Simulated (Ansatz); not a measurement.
BaS (rock salt, Fm-3m), LDA (plane waves, PAW; program Ansatz): ε∞ = 5.13, cell volume 61.67 Å³. Infrared-active transverse modes:

| ω_TO (cm⁻¹) | oscillator strength S_xx (e²/amu) |
|---|---|
| 151.4 | 0.2663 |

Task: Compute the static dielectric constant.

Result: Each mode adds (4.921e7/V) S/ω²: 9.27. So ε0 = 14.4.

Task: What LO frequency does the Lyddane–Sachs–Teller relation give?

Result: ω_LO = ω_TO √(ε0/ε∞) = 254 cm⁻¹.

Symmetry was held in the LDA relaxation; phonons on a q-mesh show no instability. Spin–orbit coupling is left out wherever it is not named.

Potentials: the later of the program's two PAW sets.
